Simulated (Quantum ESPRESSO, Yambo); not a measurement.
G0W0 results for NaF at -3 % isotropic strain

Space group Fm-3m (No. 225); a = 4.489 Å, b = 4.489 Å, c = 4.489 Å, α = 90.00°, β = 90.00°, γ = 90.00°

```csv
atom,site,symmetry,x,y,z
F,4b,m-3m,0.5000,0.5000,0.5000
Na,4a,m-3m,0.0000,0.0000,0.0000
```
(The calculation used a cell of 2 atoms; values per cell refer to that cell.)

The PBEsol cell relaxed from Materials Project entry mp-682 was given an isotropic strain of -3 % on all lattice vectors, and the atoms were relaxed again.

Starting point: norm-conserving PBEsol (Quantum ESPRESSO, 88 Ry, no spin-orbit coupling). G0W0 in Yambo: 6×6×6 Γ-centred k mesh, bands 2 to 93 and a 14 Ry block in the screening, 93 bands in G with the Bruneval-Gonze terminator, plasmon pole fitted at 27.2 eV.

```json
{
  "PBEsol gap along the band path": "6.73 eV",
  "PBEsol gap between the mesh's edge points (Γ → Γ)": "6.73 eV",
  "G0W0 gap between the same points": "11.36 eV"
}
```

| k point | band | E PBEsol (eV) | E QP (eV) | shift (eV) | Z |
|---|---|---|---|---|---|
| Γ | VB | 0.00 | -3.07 | -3.07 | 0.83 |
| Γ | CB | 6.73 | 8.29 | 1.56 | 0.90 |
| L | VB | -0.31 | -3.45 | -3.14 | 0.83 |
| L | CB | 11.23 | 13.08 | 1.84 | 0.90 |
| X | VB | -0.46 | -3.63 | -3.17 | 0.83 |
| X | CB | 13.47 | 15.09 | 1.62 | 0.91 |

Energies count from the PBEsol valence-band maximum.

Convergence of the G0W0 settings was not tested.
